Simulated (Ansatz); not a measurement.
**Profile along the Ni–Ni line in AlNi3 (Cu3Au type)**

AlNi₃ (Cu3Au type)

```xyz
4
Lattice="3.5191 0.0000 0.0000 0.0000 3.5191 0.0000 0.0000 0.0000 3.5191" Properties=species:S:1:pos:R:3 pbc="T T T"
Ni     0.0000     1.7596     1.7596
Ni     1.7596     1.7596     0.0000
Ni     1.7596     0.0000     1.7596
Al     0.0000     0.0000     0.0000
```

Fields along a shortest Ni–Ni line of a {100} plane (2.49 Å), from Ni to Ni, interpolated on the slice's grid (step about 0.1 Å). These are PBEsol (plane waves to 420 eV, PAW, scalar-relativistic; Ansatz, a program for electronic structure) values and carry that method's errors. k mesh 13×13×13. Near the nuclei the fields are pseudised (PAW); where an atom keeps semicore shells as valence, they peak there. AlNi3 was relaxed with its symmetry unable to fall. Relaxed AlNi3 ends ferromagnetic. The magnetic order is the one the run started from; other orders were not tried.

| distance from Ni (Å) | valence electron density (e/Å³) | spin density, up minus down (e/Å³) | electron localisation function | ELF of the up spins | ELF of the down spins |
|---|---|---|---|---|---|
| 0.00 | 60.68 | 1.03 | x | x | x |
| 0.25 | 34.29 | 0.62 | x | x | x |
| 0.50 | 7.91 | 0.19 | x | x | x |
| 0.75 | 1.42 | 0.04 | 0.21 | 0.22 | 0.20 |
| 1.00 | 0.45 | 0.00 | 0.19 | 0.19 | 0.19 |
| 1.25 | 0.33 | 0.00 | 0.28 | 0.26 | 0.30 |
| 1.49 | 0.45 | 0.00 | 0.19 | 0.19 | 0.19 |
| 1.74 | 1.42 | 0.04 | 0.21 | 0.22 | 0.20 |
| 1.99 | 7.91 | 0.19 | x | x | x |
| 2.24 | 34.29 | 0.62 | x | x | x |
| 2.49 | 60.68 | 1.03 | x | x | x |

x: too close to a nucleus for the ELF to mean much.

Density on the Ni–Ni line (2.49 Å) at its midpoint: 0.33 e/Å³. ELF at that point: 0.28.
